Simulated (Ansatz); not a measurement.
PtSe2:
```xyz
3
Lattice="3.6898 0.0000 0.0000 -1.8449 3.1954 0.0000 0.0000 0.0000 32.0000" Properties=species:S:1:pos:R:3 pbc="T T F"
Se     1.8449     1.0651    17.3236
Pt     0.0000     0.0000    16.0000
Se     0.0000     2.1303    14.6764
```
The layer is periodic in x and y and isolated along z.

Relaxed with r²SCAN+D4. Special points in fractions of this cell's reciprocal vectors: Γ (0.000, 0.000, 0.000); M (0.500, 0.000, 0.000); K (0.333, 0.333, 0.000).

Question: List the band energies nearest the valence-band maximum at these points for r²SCAN+D4 in the plane-wave PAW code Ansatz.

Answer: In eV from the valence-band maximum; about four levels below and three above (degenerate sets whole), none deeper than 8.9 eV; … stands for higher levels left out; points with the same levels are listed once.

```json
[
 {"k": "Γ", "below": "-1.37 -0.69 0.00 0.00", "above": "3.19 3.19 5.28"},
 {"k": "M", "below": "-2.46 -2.08 -1.87 -1.54", "above": "2.65 2.91 5.11"},
 {"k": "K", "below": "-2.73 -2.41 -1.07 -1.07", "above": "1.98 1.98 …"}
]
```

Space group P-3m1 (1T). A layer that has been made, often on a substrate. The r²SCAN+D4 relaxation kept the symmetry of its start; whether a distortion lowers the energy is not shown. No spin polarisation was allowed. Spin–orbit coupling is left out wherever it is not named.

Potentials: the later of the program's two PAW sets.
